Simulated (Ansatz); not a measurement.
Ti (hcp, Mg type)

```
Ti
1.0
    2.93627     0.00000     0.00000
   -1.46813     2.54288     0.00000
    0.00000     0.00000     4.63716
Ti
2
Direct
  0.33333   0.66667   0.75000
  0.66667   0.33333   0.25000
```

The slice is a (-1 1 0 2) plane (indices of the conventional cell) through the point (0.667, 0.333, 0.250) (fractional), spanned by u = [110] and v = [1 -1 1] in vectors of this cell: u (2.94 Å) and v (6.88 Å, at 90° to u). It covers one period; positions are fractions (u, v).

The numbers are results of r2SCAN (plane waves to 500 eV, PAW, scalar-relativistic; Ansatz, a first-principles code), not measurements. k mesh 18×18×10. These are valence fields of a PAW run, semicore shells included where kept as valence: close to a nucleus they are smooth pseudo fields. The PAW data are Ansatz's earlier set. Ti is run without spin polarisation. Ti was relaxed with its symmetry unable to fall.

### Question
Sketch the valence electron density on this plane as a map.

### Answer
```tsv
v \ u	0.00	0.11	0.22	0.33	0.44	0.56	0.67	0.78	0.89
0.90	0.3	0.1	-0.4	-0.7	-0.8	-0.8	-0.7	-0.4	0.1
0.80	-0.7	-0.7	-0.7	-0.8	-0.8	-0.8	-0.8	-0.7	-0.7
0.70	-0.3	-0.4	-0.6	-0.7	-0.7	-0.7	-0.7	-0.6	-0.4
0.60	0.6	0.4	-0.2	-0.6	-0.7	-0.7	-0.6	-0.2	0.4
0.50	-0.1	-0.3	-0.5	-0.6	-0.6	-0.6	-0.6	-0.5	-0.3
0.40	-0.8	-0.8	-0.7	-0.7	-0.6	-0.6	-0.7	-0.7	-0.8
0.30	-0.8	-0.8	-0.7	-0.7	-0.6	-0.6	-0.7	-0.7	-0.8
0.20	-0.7	-0.7	-0.7	-0.7	-0.7	-0.7	-0.7	-0.7	-0.7
0.10	0.3	0.1	-0.3	-0.6	-0.7	-0.7	-0.6	-0.3	0.1
0.00	1.1	0.9	0.4	-0.4	-0.7	-0.7	-0.4	0.4	0.9
```

Values: log₁₀ of the valence density in e/Å³. The scale is logarithmic, as a density can span decades between atoms and voids.
